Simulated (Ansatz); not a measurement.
# MnSi: do energies and stresses tell the same story?

Computed with Ansatz 0.2.0, DFT PBEsol, scalar-relativistic, plane waves, PAW.

Plane waves to 420 eV, a k mesh through Γ of 8×8×8 on the computed 8-atom cell and Gaussian smearing (0.10 eV); collinear spin from starting moments 1 1 1 1 0 0 0 0 μB.

Relaxed cell: P2_13, a = 4.471 Å, b = 4.471 Å, c = 4.471 Å, α = 90.00°, β = 90.00°, γ = 90.00°, 8 atoms in the primitive cell.

Energies at zero smearing and pressures from the stress tensor, at volumes with shape and atoms relaxed:
| V (Å³/atom) | E − E(first) (meV/atom) | P (GPa) |
| --- | --- | --- |
| 10.500 | 0.00 | 15.57 |
| 10.835 | -23.72 | 7.16 |
| 11.170 | -31.15 | 0.00 |
| 11.505 | -24.75 | -6.14 |
| 11.840 | -6.40 | -11.43 |

Problem. Check P = −dE/dV between neighbouring volumes, and get the bulk modulus from the pressures alone.

Solution. With 1 eV/Å³ = 160.2 GPa:
```tsv
middle V (Å³/atom)	−ΔE/ΔV (GPa)	mean P (GPa)
10.668	11.341	11.366
11.003	3.554	3.581
11.338	-3.060	-3.071
11.673	-8.776	-8.784
```

The two differ by 0.03 GPa at most. The mean of two end pressures misses the average over a step by about ΔV² P″/12, up to 0.11 GPa here; with that taken off 0.09 GPa remains. The stress is the derivative of the free energy, not of the energy at zero smearing, and with free energies 0.00 GPa remains. The largest site moment goes from 0.77 to 0.99 μB along the series, which bends P(V). Around V = 11.170 Å³/atom, the two neighbours give B = −V ΔP/ΔV = 11.170 × 13.30 / 0.670 = 221.7 GPa, against B0 = 220.7 GPa from the Birch–Murnaghan fit of the energies.

Only parallel moments were tried here.

Only this magnetic start was tried.

Cost: 6 runs of about 8.4 core-minutes in all, on Intel Xeon 6975P-C (Granite Rapids) (shared hosts).